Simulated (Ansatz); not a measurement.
Si2Ru:
```
Si2Ru
1.0
    5.92607     0.00000     0.00000
    0.00000     5.92607     0.00000
    0.00000     0.00000     2.96938
Ru Si
2 4
Cartesian
  0.00000   0.00000   0.00000
  2.96303   2.96303   1.48469
  1.66042   1.66042   0.00000
  4.26565   4.26565   0.00000
  1.30262   4.62345   1.48469
  4.62345   1.30262   1.48469
```

Relaxed with r²SCAN.

Question: Give the Bader charges and basin volumes of the independent atoms, r²SCAN in the plane-wave PAW code Ansatz.

Answer: 

```csv
atom,Bader charge (e),Bader volume (Å³)
Ru1,-1.20,19.6
Si3,+0.60,16.2
```

Space group P4_2/mnm. The start of the workflow was typed in or built on a structure type; neither database checked (COD, Materials Project) lists it. Its standing as an ambient phase is unchecked. Symmetry was held in the r²SCAN relaxation; its stability against distortions is not shown here. The run is not spin-polarised. The volume moved by 20 % from the start of the relaxation.

Potentials: the later of the program's two PAW sets.
